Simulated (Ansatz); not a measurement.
input.yaml for SrCr2N2 (Ansatz 0.2.0)

```yaml
crystal:
  lattice:
    - [3.3196892269, 0.0, 0.0]
    - [-1.6598446134, 2.8749352031, 0.0]
    - [0.0, 0.0, 6.5462810131]
  atoms:
    - { symbol: Sr, position: [0.0, 0.0, 0.5] }
    - { symbol: Cr, position: [0.6666666667, 0.3333333333, 0.116412], spin: 0.45 }
    - { symbol: Cr, position: [0.3333333333, 0.6666666667, 0.883588], spin: 0.45 }
    - { symbol: "N", position: [0.6666666667, 0.3333333333, 0.809118] }
    - { symbol: "N", position: [0.3333333333, 0.6666666667, 0.190882] }
basis:
  ecutwfc: "13 Ha"
kpoints:
  mp_grid: { grid: [3, 3, 1] }
hamiltonian:
  xc: pbe
  hubbard: { sites: [{ species: Cr, l: d, u: 8.9, j: 0.8 }] }
scf:
  occupations: { method: gaussian, width: 0.1 }
  lower_state_search: "off"
output:
  forces: true
  stress: true
  eigenvalues: true
  populations: true
magnetization:
  spin_polarized: true
```

Command:

```bash
ansatz run input.yaml --threads 1 --pin off --max-ram 1331MiB --backend cpu --events-out ev --progress --plain --runs-dir out
```

From the log (HF is the Harris–Foulkes energy, dr2 the density residual in eV):

```text
Pseudopotential: Sr, paw, valence charge 10, recommended cutoff 420 eV (normal)
Pseudopotential: Cr, paw, valence charge 14, recommended cutoff 420 eV (normal)
Pseudopotential: N, paw, valence charge 5, recommended cutoff 420 eV (normal)
Crystal: 5 atoms, lattice volume = 62.477 Å³
Basis set: ecut = 353.7480 eV, 945 PW (Γ), exchange–correlation on 48×48×90 points (8 copies of the dense FFT grid, shifted against one another)
Bands: 30, of which v1, the nominal top of the filled ones, is band 24 counted from 1 (23 counted from 0)
Symmetry: 12 space group operations
Space group: P-3m1 (ITA 164), of the structure as read, at distance tolerance 4.0e-5 Å
k-points: 3 of 9
Initial density: superposition of atomic densities
Starting moments: Σ|m| = 0.9 μB on 2 of 5 sites
SCF iter   1: HF=-11060.581403 eV  Δρ=1.49e-1 (↑1.49e-1 ↓1.26e-1) dr2=1.18e2  dr2_m=1.29e-1  M=0.214 μB ∫|m|=0.820 μB
spin=Collinear: Resta preconditioning applied to the charge; magnetization (m = ρ↑ − ρ↓) channel mixes plain (no charge-response kernel on spin).
SCF iter   2: HF=-11050.001811 eV  Δρ=7.78e-2 (↑7.78e-2 ↓3.08e-2) dr2=3.65e0  dr2_m=8.09e-1  M=1.763 μB ∫|m|=2.289 μB
SCF iter   3: HF=-11050.341808 eV  Δρ=2.93e-2 (↑2.93e-2 ↓2.43e-2) dr2=6.55e-1  dr2_m=2.49e-1  M=2.445 μB ∫|m|=3.113 μB
SCF iter   4: HF=-11051.253685 eV  Δρ=2.37e-2 (↑2.37e-2 ↓1.58e-2) dr2=1.60e-1  dr2_m=1.75e-1  M=3.169 μB ∫|m|=3.733 μB
   ...
SCF iter  22: F=-11056.903559 eV  HF=-11056.903559 eV  Δρ=1.22e-5 (↑1.22e-5 ↓7.74e-6) dr2=7.51e-8  dr2_m=4.04e-8  M=3.556 μB ∫|m|=4.741 μB
SCF iter  23: F=-11056.903559 eV  HF=-11056.903559 eV  Δρ=2.93e-6 (↑2.04e-6 ↓2.93e-6) dr2=1.56e-8  dr2_m=4.29e-10  M=3.556 μB ∫|m|=4.741 μB
SCF iter  24: F=-11056.903559 eV  HF=-11056.903559 eV  Δρ=4.27e-7 (↑3.34e-7 ↓4.27e-7) dr2=1.83e-10  dr2_m=3.35e-11  M=3.556 μB ∫|m|=4.741 μB
SCF 1 converged in 24 iterations: F = -11056.903559 eV  dr2 = 1.83e-10
SCF converged after 24 iterations
an eigenvalue changed by more than its tolerance at an iteration that met the thresholds in force, so the SCF went on 1 time: the last check found none over its tolerance
Magnetization: 3.5556 μB (25.7778 up, 22.2222 down)
Absolute magnetization: 5.2694 μB (∫|ρ↑−ρ↓|, with the PAW one-centre terms)
Per-site moments (μB) at R_I (Å): [(0.1665, 1.1497), (1.0961, 0.8157), (1.0961, 0.8157), (0.1289, 0.8157), (0.1289, 0.8157)]
Free energy (F): -11056.903559 eV
E sigma→0 (E₀):  -11056.897447 eV
Entropy (-TS):   -0.012225 eV (-2.445 meV/atom)
Fermi energy:    14.377143 eV
--- DFT+U+J on-site energies (Liechtenstein; fll double counting; per corrected site; eV) ---
  site 1 (l=d): U=8.9000  J=0.8000  Tr N=4.8290  E_int=82.364469  E_dc=79.190708  E_U=3.173761
  site 2 (l=d): U=8.9000  J=0.8000  Tr N=4.8290  E_int=82.364469  E_dc=79.190708  E_U=3.173761
--- Forces (eV/Å), atoms counted from 1 ---
  atom   1  Sr     0.00000000     0.00000000     0.00000000
  atom   2  Cr    -0.00000000     0.00000000     1.87865293
  atom   3  Cr     0.00000000    -0.00000000    -1.87865293
  atom   4  N      0.00000000    -0.00000000    -3.30031451
  atom   5  N     -0.00000000     0.00000000     3.30031451
--- Stress (GPa, compression-positive) ---
       44.552998      -0.000000       0.000000
       -0.000000      44.552998      -0.000000
        0.000000      -0.000000      21.091438
  P = ⅓ Tr σ = 36.7325 GPa (367.325 kbar)
```

Settings here are deliberately varied, not converged. Under a U the state reached may not be the lowest.